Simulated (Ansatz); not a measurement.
# Does relaxation matter for the field gradients of KCl with Ca replacing K?

Start: a supercell of KCl (rock salt type, Fm-3m) built from a COD entry, with all atoms left at the host's positions.

Space group Fm-3m (No. 225); a = 18.8788 Å.

| site | Wyckoff | site symmetry | x | y | z |
| --- | --- | --- | --- | --- | --- |
| Ca | 4a | m-3m | 0.0000 | 0.0000 | 0.0000 |
| K2 | 48h | m.m2 | 0.1667 | 0.1667 | 0.0000 |
| K5 | 32f | .3m | 0.3333 | 0.1667 | 0.1667 |
| K15 | 24e | 4m.m | 0.5000 | 0.5000 | 0.3333 |
| Cl28 | 32f | .3m | 0.1667 | 0.1667 | 0.1667 |
| Cl30 | 24e | 4m.m | 0.5000 | 0.5000 | 0.1667 |
| Cl32 | 48i | m.m2 | 0.5000 | 0.3333 | 0.3333 |
| Cl41 | 4b | m-3m | 0.5000 | 0.5000 | 0.5000 |

One atom of each set is listed; the run and its k-mesh use a cell of 54 atoms with edges of 13.35, 13.35, 13.35 Å.

The numbers come from a DFT calculation in Ansatz (PBE, plane waves and PAW, scalar-relativistic, 420 eV cutoff, Γ-centred 2×2×2 k-points, Fermi–Dirac smearing 0.01 eV, cell charge +1).

The largest force at the start is 0.96 eV/Å. Relaxing the ions at fixed cell moves them by 0.340 Å at most (atom 36, Cl) and 0.115 Å rms.

```csv
site,moved (Å),first shell before,first shell after,V_zz before (10²¹ V/m²),η before
Ca,0.000,6 Cl at 3.15 Å,6 Cl at 2.81 Å,0.00,–
K2,0.032,6 Cl at 3.15 Å,6 Cl at 3.13–3.19 Å,-0.34,0.30
K15,0.000,6 Cl at 3.15 Å,6 Cl at 3.14–3.49 Å,0.47,0.00
Cl28,0.023,6 K at 3.15 Å,6 K at 3.13–3.15 Å,0.36,0.00
Cl30,0.340,"5 K at 3.15 Å, 1 Ca at 3.15 Å","1 Ca at 2.81 Å, 5 K at 3.19–3.49 Å",4.72,0.00
Cl32,0.011,6 K at 3.15 Å,6 K at 3.13–3.15 Å,0.44,0.27
```

(1) How do the gradients change?

Answers

(1) 

```csv
site,V_zz after,η after,change of V_zz
Ca,0.00,–,0.00
K2,0.60,0.25,–
K15,1.06,0.00,+0.59
Cl28,-0.070,0.00,-0.43
Cl30,2.79,0.00,-1.93
Cl32,0.48,0.12,+0.04
```

The largest change of V_zz along a kept axis is on Cl30, from 4.72 to 2.79. In per cent, |V_zz| changes by -41 on Cl (all sites that start above 0.5). Where |V_zz| stays above 0.1 and the axes keep their order, η moves most on Cl32, from 0.27 to 0.12. V_zz changes sign on Cl28 (same axis). On K2 the largest principal value lies along another axis in the second run, so the two V_zz can't be compared directly. Other sites with |V_zz| of 0.02 or less aren't listed.

The defect repeats with the cell of 54 atoms, so it feels its images: sites between two images don't show the values beside a lone defect, and zeros or small values of η there can come from the images' arrangement. A uniform background compensates the cell's charge.
Before: The neighbours have not yet relaxed around the defect (largest force 0.96 eV/Å), so a real crystal will differ.
After: The relaxation keeps the site symmetry m-3m of the start, so the impurity can't leave its site; a start off the site could end lower.
